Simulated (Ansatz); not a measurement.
ZrGe$_{2}$ (space group Cmcm)

```
CELL_PARAMETERS angstrom
      1.88060    -7.41773     0.00000
      1.88060     7.41773     0.00000
      0.00000     0.00000     3.73178
ATOMIC_POSITIONS crystal
  Zr 0.10479 0.89521 0.75000
  Zr 0.89521 0.10479 0.25000
  Ge 0.44092 0.55908 0.75000
  Ge 0.55908 0.44092 0.25000
  Ge 0.25025 0.74975 0.25000
  Ge 0.74975 0.25025 0.75000
```

The slice is a (110) plane (indices of the conventional cell) through the point (0.250, 0.750, 0.250) (fractional), spanned by u = [001] and v = [100] in vectors of this cell: u (3.73 Å) and v (7.65 Å, at 90° to u). It covers one period; positions are fractions (u, v).

Level of theory: LDA (plane waves to 420 eV, PAW, scalar-relativistic; Ansatz, a first-principles code). k mesh 13×13×13. Near the nuclei the fields are pseudised (PAW); where an atom keeps semicore shells as valence, they peak there. ZrGe2 is run without spin polarisation. ZrGe2 was relaxed with its symmetry unable to fall.

**Question.** Predict the map of the valence electron density on the slice.

**Answer.** 
```
|##++--::......::--++|
|----::..........::--|
|::::....::::::....::|
|......::======::....|
|......--++++++--....|
|......--++++++--....|
|......::======::....|
|::::....::::::....::|
|::..................|
|....................|
|......::::::::::....|
|......::------::....|
|....::::--==--::::..|
|......::------::....|
|........::::::......|
|......          ....|
|::::..          ..::|
|----::..      ..::--|
|##++--..      ..--++|
|@@##--::..  ..::--##|
```
Scale: ten equal steps from -1.14 (start of ' ') to 1.75 (end of '@'), in the order ' .:-=+*#%@'. Values: log₁₀ of the valence density in e/Å³. The map has 10 points along u (two characters each, u = 0 at the left) and 20 along v (v = 0 in the bottom row). The scale is logarithmic, as a density can span decades between atoms and voids.
